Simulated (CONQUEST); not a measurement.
A self-consistent single point of Rh (Fm-3m, 4 atoms in the cell; from Materials Project mp-74).

```
CELL_PARAMETERS angstrom
      3.80597     0.00000     0.00000
      0.00000     3.80597     0.00000
      0.00000     0.00000     3.80597
ATOMIC_POSITIONS crystal
  Rh 0.00000 0.00000 0.00000
  Rh 0.00000 0.50000 0.50000
  Rh 0.50000 0.00000 0.50000
  Rh 0.50000 0.50000 0.00000
```

Method: PBE+D2, numerical atomic orbitals double-zeta with polarisation (the shipped basis), PseudoDojo norm-conserving potentials made for PBE (CONQUEST).

CONQUEST settings:

```
setting                                         value
---------------------  ------------------------------
basis                                             DZP
Diag.MPMeshX, Y, Z                              4 4 4
potentials             PseudoDojo norm-conserving PBE
Grid.GridCutoff                                175 Ha
DM.SolutionMethod                              diagon
Diag.kT                                   0.001837 Ha
General.DFT_D2                                   true
Diag.GammaCentred                                true
minE.SCTolerance                              1.0e-06
SC.MaxIters                                       100
SC.LinearMixingFactor                             0.5
SC.KerkerPreCondition                            true
SC.KerkerFactor                            0.3 1/bohr
AtomMove.TypeOfRun                             static
```

Results:

| Property | Value |
|---|---|
| Number of valence electrons | 68 |
| Number of bands | 76 |
| Number of k-points after the program's reduction | 51 |
| Size of the basis | 76 |
| Number of SCF iterations | 8 |
| FFT grid | 48 × 48 × 48 |
| Free energy E − TS | -12767.7747 eV |
| Fermi level (on the code's own zero) | -5.87 eV |
| Pressure | 0.68 GPa |

Stress (GPa, positive for compression):
```
0.68  0.00  0.00
0.00  0.68  0.00
0.00  0.00  0.68
```

For comparison: a first run (DFT, PBE, numerical atomic orbitals double-zeta with polarisation (the shipped basis), PseudoDojo norm-conserving potentials made for PBE) was changed to give this one (General.DFT_D2: default → true), and from it to this one the pressure goes from 10.73 to 0.68 GPa.

The program uses no crystal symmetry, so grid and mesh can part values that symmetry would make equal. The atom-centred basis is finite, which shifts total energies and pressures against plane waves. The structure comes from a collection of computed structures, made at another level of theory; the collection holds predicted forms beside known ones. No clean gap shows at this smearing width and mesh (spacing up to 0.41 Å⁻¹); the mesh is coarse for partly filled bands, so the values carry mesh errors.

Cost on one core: roughly 2.7 core-minutes.
